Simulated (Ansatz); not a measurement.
Put Zn2S in Fm-3m (No. 225): Zn on 8c; S on 4b.

The calculation used Ansatz, DFT PBE, scalar-relativistic, plane waves, PAW. Cutoff 420 eV, Γ-centred mesh, Gaussian smearing, no spin polarisation.

Energies over the elements count from the elements' standard structures at the same level, with no fitted energy shifts.

Question: Which cell and coordinates does it relax to?

Answer:

Space group Fm-3m (No. 225). a = 6.182 Å, b = 6.182 Å, c = 6.182 Å, α = 90.00°, β = 90.00°, γ = 90.00°
| atom | site | symmetry | x | y | z |
| --- | --- | --- | --- | --- | --- |
| Zn | 8c | -43m | 0.2500 | 0.7500 | 0.7500 |
| S | 4b | m-3m | 0.5000 | 0.0000 | 0.0000 |

It has the anti-fluorite type. Zn is surrounded by 4 S at 2.68 Å and 6 Zn at 3.09 Å; S has 8 Zn at 2.68 Å.

Question: And its energy and gap?

Answer: The formation energy is +0.14 eV/atom. The gap on the 14×14×14 mesh of the 3-atom cell is 0 eV (a metal). The separate elements lie lower, so it is unstable against them.

The last run used Gaussian smearing of 0.10 eV. The reference form of S is held partly by dispersion forces, which this level lacks. A structure relaxed within its symmetry needn't be a true minimum.
